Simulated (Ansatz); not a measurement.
## ²⁰⁹Bi NMR of the central transition in Bi2Te3

Cell: a COD entry, atoms as given.

```xyz
5
Lattice="2.1930 1.2661 10.1657 -2.1930 1.2661 10.1657 0.0000 -2.5323 10.1657" Properties=species:S:1:pos:R:3 pbc="T T T"
Bi    0.0000    0.0000   12.1988
Bi    0.0000    0.0000   18.2982
Te    0.0000    0.0000    0.0000
Te    0.0000    0.0000    6.3891
Te    0.0000    0.0000   24.1079
```

Atom numbers follow the list; atoms alike are taken as one site, whose name carries the number of the first.

The numbers come from a DFT calculation in Ansatz (PBE, plane waves and PAW, scalar-relativistic, 420 eV cutoff, Γ-centred 12×12×12 k-points, Fermi–Dirac smearing 0.02 eV).

²⁰⁹Bi has I = 9/2 and Q = -516.0 mb (Pyykkö 2018); at 14.1 T its Larmor frequency is ν₀ = 98.2 MHz (from the bare nuclear moment; shielding lowers the observed one by a per cent or two). Only the quadrupole interaction is simulated: positions count from each site's isotropic chemical shift, and J coupling is left out, as are shift anisotropy and dipolar coupling, which fast spinning averages.

Simulated pattern of one Bi site (fast magic-angle spinning, Gaussian broadening 2 kHz):

```tsv
offset (kHz)	height
-52.81	0
-51.57	1
-50.33	3
-49.09	5
-47.85	5
-46.61	5
-45.37	5
-44.13	5
-42.89	5
-41.65	5
-40.41	6
-39.17	6
-37.93	6
-36.69	6
-35.45	6
-34.21	7
-32.97	20
-31.72	64
-30.48	75
-29.24	55
-28.00	46
-26.76	41
-25.52	38
-24.28	37
-23.04	36
-21.80	35
-20.56	35
-19.32	35
-18.08	36
-16.84	37
-15.60	38
-14.36	40
-13.12	43
-11.88	48
-10.64	56
-9.40	73
-8.15	100
-6.91	69
-5.67	12
-4.43	0
```

**Question.** Which |C_Q| and η does the pattern imply?

**Answer.** The pattern spans 43.4 kHz before broadening and its centre of gravity is at -20.3 kHz, which fixes P_Q; the places of the horns and steps fix η. That gives P_Q = 37.8 MHz, |C_Q| = 37.8 MHz and η = 0.00. The sign of C_Q can't be read from the pattern.

An axis of threefold or higher order runs through Bi, so V_zz lies along it and η is zero.

Spin–orbit coupling is left out, which shifts gradients on Bi by a few per cent in wide-gap crystals, and can shift them far more where the calculated gap is small or absent, as here. Newer work puts Q(²⁰⁹Bi) near −420 mb, which would lower these couplings by about a fifth. With a gap of 0.3 eV on this mesh, the gradients can still move by some per cent as the k-mesh gets denser.
